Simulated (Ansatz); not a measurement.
AgBr (rock salt)

```xyz
2
Lattice="0.0000 2.8370 2.8370 2.8370 0.0000 2.8370 2.8370 2.8370 0.0000" Properties=species:S:1:pos:R:3 pbc="T T T"
Br     0.0000     0.0000     0.0000
Ag     2.8370     2.8370     2.8370
```

The slice is a {110} plane (indices of the conventional cell) through the point (0.000, 0.000, 0.000) (fractional), spanned by u = [100] and v = [1 -1 -1] in vectors of this cell: u (4.01 Å) and v (5.67 Å, at 90° to u). It covers one period; positions are fractions (u, v).

The numbers are results of PBEsol (plane waves to 420 eV, PAW, scalar-relativistic; Ansatz, a first-principles code), not measurements. k mesh 10×10×10. These are valence fields of a PAW run, semicore shells included where kept as valence: close to a nucleus they are smooth pseudo fields. AgBr was relaxed with its symmetry unable to fall.

### Question
What is the ELF at the density minimum of the shortest Br–Ag line in this plane (2.84 Å)?

### Answer
0.1.

### Question
What is the valence density on the shortest Br–Ag line in this plane (2.84 Å), at its minimum between the atoms?

### Answer
0.24 e/Å³.

### Question
Predict the map of the valence electron density on the slice.

### Answer
```
|4444555544332211111111223344555544|
|5555555544332211111111223344555555|
|5555554433222211000011222233445555|
|5544443333221100000000112233334444|
|4433333322110000000000001122333333|
|3333332211110000000000001111223333|
|3333332222110000000000001122223333|
|5555443322111100000000111122334455|
|7777664433221111000011112233446677|
|8888776644332211111111223344667788|
|9999887755332211111111223355778899|
|9999887755332211111111223355778899|
|9999887755332211111111223355778899|
|8888776644332211111111223344667788|
|7777664433221111000011112233446677|
|5555443322111100000000111122334455|
|3333332222110000000000001122223333|
|3333332211110000000000001111223333|
|4433333322110000000000001122333333|
|5544443333221100000000112233334444|
|5555554433222211000011222233445555|
|5555555544332211111111223344555555|
|4444555544332211111111223344555544|
|1144555555332211111111223355555544|
```
Scale: ten equal steps from -1.65 (start of '0') to 1.32 (end of '9'), in the order '0123456789'. Values: log₁₀ of the valence density in e/Å³. The map has 17 points along u (two characters each, u = 0 at the left) and 24 along v (v = 0 in the bottom row). The scale is logarithmic, as a density can span decades between atoms and voids.
